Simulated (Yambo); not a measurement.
Input:

```xyz
3
Lattice="-1.8813 1.8813 3.1211 1.8813 -1.8813 3.1211 1.8813 1.8813 -3.1211" Properties=species:S:1:pos:R:3 pbc="T T T"
C      0.0000     0.0000     3.7506
C      0.0000     0.0000     2.4916
Ca     0.0000     0.0000     0.0000
```

Workflow: PBEsol (Quantum ESPRESSO, PseudoDojo norm-conserving, 82 Ry, without SOC), then G0W0 in Yambo (6×6×6 Γ-centred k mesh, 88 bands and a 8 Ry block in the screening, 88 bands in G with the Bruneval-Gonze terminator, plasmon pole fitted at 27.2 eV).

**Question.** Give the PBEsol and G0W0 gaps between the band edges found on this mesh, and say where the edges lie.

**Answer.** Edges: Z → X. PBEsol: 0.88 eV; G0W0: 2.63 eV. Convergence of the G0W0 settings was not tested. 

Geometry strained from the cell relaxed with PBEsol, atoms relaxed again.

The structure is a Materials Project entry; no match was found in the copy of COD used, and its stability was not checked.
